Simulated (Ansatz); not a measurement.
This guess for VBi2Se6 is about to be relaxed.

```xyz
9
Lattice="0.0000 4.8804 4.8804 4.8804 0.0000 4.8804 4.8804 4.8804 0.0000" Properties=species:S:1:pos:R:3 pbc="T T T"
V     0.0000    0.0000    0.0000
Bi    2.4402    2.4402    2.4402
Bi    7.3205    7.3205    7.3205
Se    2.4040    4.8804    4.8804
Se    4.8804    2.4040    4.8804
Se    4.8804    4.8804    2.4040
Se    7.3567    4.8804    4.8804
Se    4.8804    7.3567    4.8804
Se    4.8804    4.8804    7.3567
```

The calculation used Ansatz 0.2.0, DFT PBE, scalar-relativistic, plane waves, PAW. Cutoff 420 eV, Gaussian smearing, Γ-centred meshes. Cell and atoms relax first on a coarse mesh and then on a finer one. In between, the cell is made exact in the group found at 0.06 Å. In metals the finer mesh still leaves noise of several meV/atom or more. The steps can't lower the symmetry of their start. Collinear spin, starting moments V 2.0 μB.

A guess keeps its type if space group and coordination stay and the shape of the cell changes little (axis ratios within about 15 %, angles within 6°); the volume may change.

Task: Does it keep its structure type, or change into something else?

Result: It keeps its type. The symmetry stays Fm-3m (No. 225). The volume per atom shrinks by 8.2 %, from 25.8 to 23.7 Å³. The shortest distance goes from 2.40 Å (V–Se) to 2.44 Å (V–Se). Counting neighbours within 15 % of an atom's shortest distance, the start has Bi 12, Se 1, V 6 and the end Bi 12, Se 1, V 6.

The last run used collinear spin, an 8×8×8 mesh for its 9-atom cell and Gaussian smearing of 0.10 eV. These runs have no spin–orbit coupling, which can matter for Bi. No Hubbard U is applied to the 3d shell of V. Another magnetic order may lie lower. A structure relaxed within its symmetry needn't be a true minimum.
